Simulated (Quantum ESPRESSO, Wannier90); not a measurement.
**Wannierisation of ZrIr3 (Cu3Au type)**

Materials Project entry mp-1438; symmetrised, unrelaxed at this level. COD (Crystallography Open Database) has an entry of this formula and space group (matched by these alone). Method: LDA plane waves in Quantum ESPRESSO 7.5 (PseudoDojo norm-conserving files, 56 Ry, no spin polarisation, no spin-orbit coupling), Bloch states on a 4×4×4 mesh through Γ, Wannier90 4.0.1. Density: 10×10×10 mesh, cold smearing 0.01 Ry. Spin-orbit coupling is left out although heavy elements are present.

```
begin unit_cell_cart
ang
    3.9596800000    0.0000000000    0.0000000000
    0.0000000000    3.9596800000    0.0000000000
    0.0000000000    0.0000000000    3.9596800000
end unit_cell_cart
mp_grid = 4 4 4
```

### Question
Which shells of neighbouring k-points and which b-vectors and weights does Wannier90 pick for this cell and mesh?

### Answer
```
 *---------------------------------- K-MESH ----------------------------------*
 +----------------------------------------------------------------------------+
 |                    Distance to Nearest-Neighbour Shells                    |
 |                    ------------------------------------                    |
 |          Shell             Distance (Ang^-1)          Multiplicity         |
 |          -----             -----------------          ------------         |
 |             1                   0.396698                      6            |
 |             2                   0.561015                     12            |
 |             3                   0.687101                      8            |
 |             4                   0.793396                      6            |
 |             5                   0.887043                     24            |
 |             6                   0.971707                     24            |
 |             7                   1.122031                     12            |
 |             8                   1.190093                     30            |
       ... (lines left out)
 +----------------------------------------------------------------------------+
 | The b-vectors are chosen automatically                                     |
 | The following shells are used:                       1                     |
 +----------------------------------------------------------------------------+
 |                        Shell   # Nearest-Neighbours                        |
 |                        -----   --------------------                        |
 |                          1               6                                 |
 +----------------------------------------------------------------------------+
 | Completeness relation is fully satisfied [Eq. (B1), PRB 56, 12847 (1997)]  |
 +----------------------------------------------------------------------------+
 |                  b_k Vectors (Ang^-1) and Weights (Ang^2)                  |
 |                  ----------------------------------------                  |
 |            No.         b_k(x)      b_k(y)      b_k(z)        w_b           |
 |            ---        --------------------------------     --------        |
 |             1         0.000000    0.000000    0.396698     3.177243        |
 |             2         0.000000    0.396698    0.000000     3.177243        |
 |             3         0.396698    0.000000    0.000000     3.177243        |
 |             4         0.000000    0.000000   -0.396698     3.177243        |
 |             5         0.000000   -0.396698    0.000000     3.177243        |
 |             6        -0.396698    0.000000    0.000000     3.177243        |
```
